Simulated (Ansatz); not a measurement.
Relax this structure to zero stress and force, keeping its symmetry:

```cif
data_structure
_symmetry_space_group_name_H-M 'P6_3/mmc'
_symmetry_Int_Tables_number 194
_cell_length_a 2.9036
_cell_length_b 2.9036
_cell_length_c 12.1702
_cell_angle_alpha 90.000
_cell_angle_beta 90.000
_cell_angle_gamma 120.000
_cell_volume 88.86
loop_
_atom_site_label
_atom_site_type_symbol
_atom_site_symmetry_multiplicity
_atom_site_Wyckoff_symbol
_atom_site_fract_x
_atom_site_fract_y
_atom_site_fract_z
_atom_site_occupancy
Ni1 Ni 2 a 0.00000 0.00000 0.50000 1
Ag1 Ag 2 c 0.66667 0.33333 0.75000 1
O1 O 4 f 0.33333 0.66667 0.42101 1
```

Method: DFT PBEsol, scalar-relativistic, plane waves, PAW in Ansatz 0.2.0.

Cutoff 420 eV; k points 12×12×4 on the computed 8-atom cell (Γ-centred); Gaussian smearing, width 0.10 eV; collinear spin from starting moments 0.7 0.7 0 0 0 0 0 0 μB.

**Question.** What does it relax to?

**Answer.** The volume falls by 0.01 Å³/atom to 11.10 Å³/atom, and the energy changes by under 0.1 meV/atom. The cell ends with a moment of 1.61 μB (only this magnetic start was tried). Final structure:
```cif
data_structure
_symmetry_space_group_name_H-M 'P6_3/mmc'
_symmetry_Int_Tables_number 194
_cell_length_a 2.9028
_cell_length_b 2.9028
_cell_length_c 12.1708
_cell_angle_alpha 90.000
_cell_angle_beta 90.000
_cell_angle_gamma 120.000
_cell_volume 88.81
loop_
_atom_site_label
_atom_site_type_symbol
_atom_site_symmetry_multiplicity
_atom_site_Wyckoff_symbol
_atom_site_fract_x
_atom_site_fract_y
_atom_site_fract_z
_atom_site_occupancy
Ni1 Ni 2 a 0.00000 0.00000 0.50000 1
Ag1 Ag 2 c 0.66667 0.33333 0.75000 1
O1 O 4 f 0.33333 0.66667 0.42105 1
```

Moments started parallel, and an antiferromagnetic order may lie lower.

Cost: 1 run of about 3.2 core-minutes, on Arm Neoverse V1 (shared hosts).